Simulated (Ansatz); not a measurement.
## Checking a converged run of Ca2Cd3FeP4

System: Ca2Cd3FeP4, a cell of a measured crystal with one cation replaced (not relaxed); the cell holds 10 atoms. One Cd of COD entry 7221218 is replaced by Fe, with no charge compensation.

Method: DFT, LDA+U, PAW, plane waves, scalar-relativistic (Ansatz).

```yaml
crystal:
  lattice:
    - [4.27699972, 0.0, 0.0]
    - [-2.13849986, 3.70399041, 0.0]
    - [0.0, 0.0, 14.062]
  atoms:
    - { symbol: Cd, position: [0.33333333, 0.66666667, 0.31845] }
    - { symbol: Cd, position: [0.33333333, 0.66666667, 0.81845] }
    - { symbol: Cd, position: [0.66666667, 0.33333333, 0.18155] }
    - { symbol: Fe, position: [0.66666667, 0.33333333, 0.68155], spin: 1.6 }
    - { symbol: Ca, position: [0.0, 0.0, 0.0] }
    - { symbol: Ca, position: [0.0, 0.0, 0.5] }
    - { symbol: P, position: [0.33333333, 0.66666667, 0.12025] }
    - { symbol: P, position: [0.33333333, 0.66666667, 0.62025] }
    - { symbol: P, position: [0.66666667, 0.33333333, 0.37975] }
    - { symbol: P, position: [0.66666667, 0.33333333, 0.87975] }
magnetization:
  spin_polarized: true
hamiltonian:
  xc: lda
  pseudopotentials: { kind: paw }
  hubbard: { sites: [{ species: Fe, l: d, u_eff: 5.3 }] }
basis:
  ecutwfc: 420
kpoints:
  mp_grid: { grid: [4, 4, 1] }
scf:
  occupations: { method: fermi_dirac, width: 0.02 }
  lower_state_search: "off"
output:
  forces: true
  stress: true
```

Command:
```sh
ansatz run input.yaml --threads 4 --pin off --max-ram 9216MiB --backend cpu --events-out ev --progress --plain --runs-dir out
```

Wall time and machine: 8.8 s on 4 threads of Arm Neoverse V2, on a shared host, peak memory 0.68 GiB.

The end of the output:

```
SCF converged after 36 iterations
an eigenvalue changed by more than its tolerance at an iteration that met the thresholds in force, so the SCF went on 2 times, its first undamped step at iteration 34: the last check found none over its tolerance
Magnetization: 2.8486 μB (59.4243 up, 56.5757 down)
Absolute magnetization: 3.4379 μB (∫|ρ↑−ρ↓|, with the PAW one-centre terms)
Spin contamination: 0.3550 ħ² per cell (⟨S²⟩ above its minimum at these occupations)
Per-site moments (μB) at R_I (Å): [(0.0001, 1.0788), (0.0033, 1.0788), (0.0032, 1.0788), (2.8718, 1.0788), (-0.0001, 1.2345), (-0.0118, 1.2345), (0.0225, 1.0788), (-0.1763, 1.0788), (-0.0002, 1.0788), (0.0056, 1.0788)]
Free energy (F): -35224.402821 eV
Harris-Foulkes:  -35224.402821 eV  (|F-HF|=4.00e-8)
Internal energy: -35224.396369 eV  (E = F + TS)
E sigma→0 (E₀):  -35224.399595 eV
Entropy (-TS):   -0.006452 eV (-0.645 meV/atom)
Fermi energy:    8.566097 eV
--- Forces (eV/Å), atoms counted from 1 ---
  atom   1  Cd    -0.00000000    -0.00000000     0.02434701
  atom   2  Cd    -0.00000000    -0.00000000    -0.56005786
  atom   3  Cd     0.00000000     0.00000000     0.05307292
  atom   4  Fe    -0.00000000    -0.00000000    -0.24055810
  atom   5  Ca    -0.00000000     0.00000000    -0.09485483
  atom   6  Ca     0.00000000     0.00000000     0.43169786
  atom   7  P      0.00000000    -0.00000000     0.09307724
  atom   8  P      0.00000000    -0.00000000     0.73866706
  atom   9  P      0.00000000     0.00000000    -0.22033641
  atom  10  P      0.00000000     0.00000000    -0.22498983
--- Stress (GPa, compression-positive) ---
       -6.452362       0.000000      -0.000000
        0.000000      -6.452362      -0.000000
       -0.000000      -0.000000      -6.085752
  P = ⅓ Tr σ = -6.3302 GPa (-63.302 kbar)
```

The mesh is too coarse to rank close states of a metal with certainty: differences of some tens of meV/atom may change, at times in sign.

A static U favours moments and orbital order; the result depends on U and need not be the measured state. With one magnetic atom in the cell its copies can only be parallel; orders in a larger cell may lie lower.

Site moments are taken inside atomic spheres and don't add up to the total.

Eigenvalues of the Hubbard occupation matrices: Fe4 up 0.97 0.97 0.98 0.98 0.98, down 0.03 0.04 0.04 0.87 0.87.

Problem. The run converged. Is this the lowest state of the cell, and if not, what lies lower and how is it reached?

Solution. No, on this mesh. A state 54.7 meV/atom (0.547 eV per cell) lower exists in this cell: spin-polarised, site moments Fe4 3.58 μB, total 4.00 μB per cell, a gap of 0.62 eV on the k-mesh. It was reached from: usual moment, default search for lower states [Fe4 4.00 μB]; the moments in brackets, symmetry off, plain SCF [Fe4 4.00 μB]. Its occupation eigenvalues are Fe4 up 0.99 0.99 1.00 1.00 1.00, down 0.05 0.07 0.10 0.11 0.98. The wrong state matters: the pressure is -5.7 GPa there against -6.3 GPa here, and forces differ by up to 0.37 eV/Å (largest force 0.70 there, 0.74 eV/Å here). Only collinear orders within this cell were tried; the true ground state may need a larger cell.
